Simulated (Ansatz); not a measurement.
SnCl2:
```xyz
12
Lattice="7.9385 0.0000 0.0000 0.0000 4.3073 0.0000 0.0000 0.0000 9.4396" Properties=species:S:1:pos:R:3 pbc="T T T"
Sn     6.1187     3.2305     5.3403
Sn     1.8198     1.0768     4.0993
Sn     5.7891     1.0768     0.6205
Sn     2.1494     3.2305     8.8191
Cl     4.1471     1.0768     8.0234
Cl     3.7914     3.2305     1.4162
Cl     7.7606     3.2305     3.3036
Cl     0.1779     1.0768     6.1360
Cl     1.1410     1.0768     0.7444
Cl     6.7975     3.2305     8.6952
Cl     2.8283     3.2305     5.4642
Cl     5.1102     1.0768     3.9754
```

Relaxed with r²SCAN+D4. Special points in fractions of this cell's reciprocal vectors: Γ (0.000, 0.000, 0.000); X (0.500, 0.000, 0.000); S (0.500, 0.500, 0.000); Y (0.000, 0.500, 0.000); Z (0.000, 0.000, 0.500); U (0.500, 0.000, 0.500); R (0.500, 0.500, 0.500); T (0.000, 0.500, 0.500).

Question: List the band energies nearest the valence-band maximum at these points for r²SCAN+D4 with spin–orbit coupling (plane waves, PAW; program Ansatz).

Answer: In eV from the valence-band maximum; about four levels below and three above (degenerate sets whole), none deeper than 8.9 eV; points with the same levels are listed once.

```tsv
k	below	above
Γ	-0.16 -0.16 -0.15 -0.15	3.50 3.50 3.71 3.71
X	-0.12 -0.12 -0.12 -0.12	3.43 3.43 3.43 3.43
S	-0.48 -0.48 -0.48 -0.48	4.22 4.22 4.22 4.22
Y	-0.11 -0.11 -0.11 -0.11	4.30 4.30 4.30 4.30
Z	-0.24 -0.24 -0.24 -0.24	3.57 3.57 3.57 3.57
U	-0.26 -0.26 -0.26 -0.26	3.36 3.36 3.36 3.36
R	-0.49 -0.49 -0.49 -0.49	4.22 4.22 4.22 4.22
T	-0.32 -0.32 -0.32 -0.32	4.16 4.16 4.16 4.16
```

Space group Pnma. The first step of the workflow began from a Materials Project structure, measured or hypothetical; the Crystallography Open Database files this formula in space group No. 62, but the cells were not matched. Whether it is the stable phase at ambient conditions was not checked. The cell was relaxed with r²SCAN+D4 under the symmetry of its start; its stability against distortions is not shown here.

Potentials: the later of the program's two PAW sets.
